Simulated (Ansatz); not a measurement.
# Ansatz 0.2.0, relaxation: LaPdPb

The command:

```bash
ansatz run input.yaml --threads 2 --pin off --max-ram 3584MiB --backend cpu --events-out ev --progress --plain --runs-dir out
```

input.yaml:

```yaml
crystal:
  lattice:
    - [3.993468, 6.916889, 0.0]
    - [-3.993468, 6.916889, 0.0]
    - [0.0, 0.0, 4.682665]
  atoms:
    - { symbol: Pb, position: [0.2288, 0.7712, 0.5] }
    - { symbol: Pb, position: [0.7712, 0.0, 0.5] }
    - { symbol: Pb, position: [0.0, 0.2288, 0.5] }
    - { symbol: La, position: [0.5792, 0.4208, 0.0] }
    - { symbol: La, position: [0.4208, 0.0, 0.0] }
    - { symbol: La, position: [0.0, 0.5792, 0.0] }
    - { symbol: Pd, position: [0.33333, 0.33334, 0.5] }
    - { symbol: Pd, position: [0.66667, 0.66666, 0.5] }
    - { symbol: Pd, position: [0.0, 0.0, 0.0] }
  symmetry: { tolerance: 0.0003 }
kpoints:
  mp_grid: { grid: [5, 5, 7], shift: [0, 0, 0] }
magnetization:
  spin_polarized: false
scf:
  occupations: { method: fermi_dirac, width: 0.011 }
  lower_state_search: "off"
hamiltonian:
  pseudopotentials: { kind: paw }
  xc: pbesol
basis:
  ecutwfc: 420
  fft_grid_basis: typed
relax:
  max_steps: 40
  cell: { p_target: 0.0 }
output:
  forces: true
  stress: true
  eigenvalues: true
  bader: true
  populations: true
  elf: true
  write_potential: true
  volumetric_format: npy
  dos:
    e_range: [-12, 8]
    de: 0.05
    projected: { site_lists: { La: [La], Pb: [Pb], Pd: [Pd] } }
  write_density: true
checkpoint:
  read: saved_state
```

Origin of the cell: a known structure type with other elements, at an estimated volume, so it need not be a known compound.

The saved state is a converged single point of the same cell.

Steps («new basis» is an SCF on plane waves selected anew at the same cell):

```json
{"step": "1", "ΔF (meV/atom)": "0.0", "max force component (eV/Å)": "1.232", "P (GPa)": "-8.99", "volume (Å³)": "258.69", "SCF iterations": "6", "step was": "accepted"}
{"step": "2", "ΔF (meV/atom)": "-171.2", "max force component (eV/Å)": "0.578", "P (GPa)": "-5.21", "volume (Å³)": "234.22", "SCF iterations": "8", "step was": "accepted"}
{"step": "3", "ΔF (meV/atom)": "-220.9", "max force component (eV/Å)": "0.143", "P (GPa)": "1.19", "volume (Å³)": "214.34", "SCF iterations": "7", "step was": "accepted"}
{"step": "4", "ΔF (meV/atom)": "-223.7", "max force component (eV/Å)": "0.092", "P (GPa)": "-0.53", "volume (Å³)": "218.82", "SCF iterations": "7", "step was": "accepted"}
{"step": "5", "ΔF (meV/atom)": "-224.3", "max force component (eV/Å)": "0.012", "P (GPa)": "0.00", "volume (Å³)": "217.45", "SCF iterations": "6", "step was": "accepted"}
{"step": "6", "ΔF (meV/atom)": "-224.3", "max force component (eV/Å)": "0.002", "P (GPa)": "0.00", "volume (Å³)": "217.43", "SCF iterations": "7", "step was": "accepted"}
{"step": "7", "ΔF (meV/atom)": "-223.8", "max force component (eV/Å)": "0.002", "P (GPa)": "0.00", "volume (Å³)": "217.43", "SCF iterations": "8", "step was": "new basis"}
```

The starting structure.

Space group P-62m (No. 189); the run's cell has a = 7.987 Å, b = 7.987 Å, c = 4.683 Å, α = 90.00°, β = 90.00°, γ = 60.00°. Shortest distances: Pb–Pd 2.97 Å, Pb–Pb 3.17 Å, La–Pd 3.35 Å.

The relaxed structure.

Space group P-62m (No. 189); the run's cell has a = 7.747 Å, b = 7.747 Å, c = 4.183 Å, α = 90.00°, β = 90.00°, γ = 60.00°. Shortest distances: Pb–Pd 2.87 Å, La–Pd 3.14 Å, La–Pb 3.33 Å, Pb–Pb 3.40 Å.

```xyz
9
Lattice="3.8735 6.7091 0.0000 -3.8735 6.7091 0.0000 0.0000 0.0000 4.1833" Properties=species:S:1:pos:R:3 pbc="T T T"
Pb   -1.9117    6.7091    2.0917
Pb    2.8926    5.0101    2.0917
Pb   -0.9809    1.6990    2.0917
La    0.6730    6.7091    0.0000
La    1.6003    2.7717    0.0000
La   -2.2733    3.9374    0.0000
Pd    0.0000    4.4728    2.0917
Pd    0.0000    8.9455    2.0917
Pd    0.0000    0.0000    0.0000
```

* Free energy lowered by: 223.8 meV/atom
* Volume change: -15.95 %
* Final pressure: 0.00 GPa
* Relaxation steps listed: 7

Caveats: no moments, though an odd count or open d shells may carry them; no spin-orbit coupling, though heavy elements are present; the relaxation held the start's symmetry, so the end may be a saddle point.

It ran for 4.1 min on 2 threads of Arm Neoverse V2, on a shared host, peak memory 0.76 GiB, from a saved density.
